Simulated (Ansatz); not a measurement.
A geometry of Mo away from equilibrium: step 2 of the relaxation of a relaxed Mo cell displaced along its unstable phonon at q = (½, ½, 0) of its primitive reciprocal cell (205i cm⁻¹), largest move 0.15 Å. All values below come from PBEsol (plane waves to 420 eV, PAW, scalar-relativistic; Ansatz, a program for electronic structure). Γ-centred k-mesh 13×13×13 on the run's cell (coarser than for final values), Fermi–Dirac smearing 0.05 eV. The plane waves were selected for a different cell earlier on the path.

```
Mo
1.0
    5.05741     0.00000     0.00000
    2.52871     2.52871     0.00000
    0.00000     0.00000     2.58660
Mo
2
Direct
  0.00000   0.00000   0.13427
  0.50000   0.00000   0.86573
```

Task: Give the Cartesian forces on all atoms (eV/Å).

Result: 
| atom | Fx | Fy | Fz |
|---|---|---|---|
| Mo1 | 0.00 | 0.00 | 1.43 |
| Mo2 | 0.00 | 0.00 | -1.43 |

The path ends in Im-3m (No. 229) (bcc (W type)). No spin polarisation in the result.

The run could not lose the symmetry of its start.

Of the parent cell (Pm-3m (No. 221)): it is a generated cell of Mo: the first start was made by placing the elements on the sites of a structure type, and the end was not matched to a known phase here, so it may be hypothetical. Known forms of Mo include space group No. 229.
